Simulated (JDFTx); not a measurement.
An input for a modified build of JDFTx (Hf(0001), CANDLE, water, 1 M NaF; bohr, hartree) and the course of its log:

```
lattice \
  6.0327237346 3.0163618673 0.0000000000 \
  0.0000000000 5.2244920096 0.0000000000 \
  0.0000000000 0.0000000000 44.5975365412
coords-type Lattice
ion Hf 0.6666666668 0.6666666668 -0.1603296610 0
ion Hf 0.0000000002 0.0000000002 -0.0534432200 0
ion Hf 0.6666666668 0.6666666668 0.0534432200 0
ion Hf 0.0000000002 0.0000000002 0.1603296610 0
ion-species pseudo/hf_pbe_v1.upf
elec-cutoff 20 100
elec-ex-corr gga-PBE
coulomb-interaction Slab 001
coulomb-truncation-embed 0 0 0
kpoint-folding 8 8 1
elec-smearing Fermi 0.01
elec-n-bands 34
target-mu -0.161330
electronic-scf nIterations 100 energyDiffThreshold 1e-10
fluid LinearPCM
pcm-variant CANDLE
fluid-solvent H2O
fluid-cation Na+ 1
fluid-anion F- 1
fluid-minimize nIterations 400 knormThreshold 1e-11
wavefunction read f0.wfns
elec-initial-eigenvals f0.eigenvals
elec-initial-fillings read f0.fillings
fluid-initial-state f0.fluidState
dump-name f0_u0.$VAR
dump End State Ecomponents EigStats BandEigs Forces ElecDensity IonicPositions Fillings Kpoints Dtot FluidDebug BoundCharge FluidDensity
```

```
[one cycle in 5 is shown, and the last three; fluid-solver lines are left out]
	FillingsUpdate:  mu: -0.161330000  nElectrons: 45.232430
SCF: Cycle:  0   G: -188.279997828518077   dG: +3.083e+00   |Residual|: 1.132e-01   |deigs|: 2.579e-09
	FillingsUpdate:  mu: -0.161330000  nElectrons: 47.605406
SCF: Cycle:  5   G: -191.321348251934666   dG: -4.578e-02   |Residual|: 1.398e-02   |deigs|: 1.537e-03
	FillingsUpdate:  mu: -0.161330000  nElectrons: 47.638052
SCF: Cycle: 10   G: -191.332328584855162   dG: +1.697e-02   |Residual|: 1.197e-02   |deigs|: 5.596e-04
	FillingsUpdate:  mu: -0.161330000  nElectrons: 47.524700
SCF: Cycle: 15   G: -191.334805877551759   dG: +2.743e-02   |Residual|: 1.189e-02   |deigs|: 1.383e-03
	FillingsUpdate:  mu: -0.161330000  nElectrons: 47.662487
SCF: Cycle: 20   G: -191.363883715933184   dG: -2.436e-02   |Residual|: 2.688e-03   |deigs|: 1.299e-03
	FillingsUpdate:  mu: -0.161330000  nElectrons: 47.740708
SCF: Cycle: 25   G: -191.365379389276882   dG: -2.086e-04   |Residual|: 5.724e-04   |deigs|: 2.677e-04
	FillingsUpdate:  mu: -0.161330000  nElectrons: 47.730409
SCF: Cycle: 30   G: -191.365447017838619   dG: +4.444e-09   |Residual|: 8.758e-06   |deigs|: 2.167e-06
	FillingsUpdate:  mu: -0.161330000  nElectrons: 47.730720
SCF: Cycle: 35   G: -191.365446800519209   dG: +2.181e-07   |Residual|: 4.138e-05   |deigs|: 5.563e-06
	FillingsUpdate:  mu: -0.161330000  nElectrons: 47.727851
SCF: Cycle: 40   G: -191.365444052436004   dG: +2.969e-06   |Residual|: 1.071e-04   |deigs|: 1.880e-05
	FillingsUpdate:  mu: -0.161330000  nElectrons: 47.726818
SCF: Cycle: 45   G: -191.365441369463923   dG: +5.653e-06   |Residual|: 1.518e-04   |deigs|: 2.563e-05
	FillingsUpdate:  mu: -0.161330000  nElectrons: 47.730280
SCF: Cycle: 50   G: -191.365447011367593   dG: -2.921e-08   |Residual|: 2.288e-05   |deigs|: 3.284e-06
	FillingsUpdate:  mu: -0.161330000  nElectrons: 47.730777
SCF: Cycle: 55   G: -191.365446893629581   dG: -7.431e-08   |Residual|: 2.450e-05   |deigs|: 1.982e-06
	FillingsUpdate:  mu: -0.161330000  nElectrons: 47.730715
SCF: Cycle: 60   G: -191.365446926224649   dG: -5.937e-08   |Residual|: 2.090e-05   |deigs|: 9.264e-07
	FillingsUpdate:  mu: -0.161330000  nElectrons: 47.731043
SCF: Cycle: 65   G: -191.365446830006505   dG: +4.575e-08   |Residual|: 2.813e-05   |deigs|: 1.668e-06
	FillingsUpdate:  mu: -0.161330000  nElectrons: 47.730896
SCF: Cycle: 70   G: -191.365446588320538   dG: +3.763e-07   |Residual|: 5.499e-05   |deigs|: 8.173e-06
	FillingsUpdate:  mu: -0.161330000  nElectrons: 47.731232
SCF: Cycle: 75   G: -191.365446632135757   dG: +4.593e-08   |Residual|: 3.851e-05   |deigs|: 4.533e-07
	FillingsUpdate:  mu: -0.161330000  nElectrons: 47.730221
SCF: Cycle: 80   G: -191.365447019929888   dG: -3.608e-08   |Residual|: 1.949e-05   |deigs|: 2.742e-06
	FillingsUpdate:  mu: -0.161330000  nElectrons: 47.731124
SCF: Cycle: 85   G: -191.365446654269704   dG: +6.722e-08   |Residual|: 3.909e-05   |deigs|: 8.158e-07
	FillingsUpdate:  mu: -0.161330000  nElectrons: 47.730514
SCF: Cycle: 90   G: -191.365446987693645   dG: -4.199e-07   |Residual|: 2.232e-05   |deigs|: 5.614e-06
	FillingsUpdate:  mu: -0.161330000  nElectrons: 47.730509
SCF: Cycle: 95   G: -191.365447011933583   dG: -5.977e-08   |Residual|: 1.139e-05   |deigs|: 2.430e-06
	FillingsUpdate:  mu: -0.161330000  nElectrons: 47.732003
SCF: Cycle: 97   G: -191.365445293719205   dG: +1.701e-06   |Residual|: 8.495e-05   |deigs|: 1.537e-05
	FillingsUpdate:  mu: -0.161330000  nElectrons: 47.730669
SCF: Cycle: 98   G: -191.365446960447997   dG: -1.667e-06   |Residual|: 2.095e-05   |deigs|: 1.146e-05
	FillingsUpdate:  mu: -0.161330000  nElectrons: 47.730380
SCF: Cycle: 99   G: -191.365447004277542   dG: -4.383e-08   |Residual|: 2.379e-05   |deigs|: 1.622e-06
SCF: None of the convergence criteria satisfied after 100 iterations.
IonicMinimize: Iter:   0  G: -191.365447004277542  |grad|_K:  0.000e+00
IonicMinimize: Converged (|grad|_K<1.000000e-04).
```

This run gave no converged result. The loop ran out of cycles short of its threshold. It has stalled and not diverged: the last ten energies span 1e-05 Ha, so the total is near its end, but levels, forces and the electron count aren't shown converged.
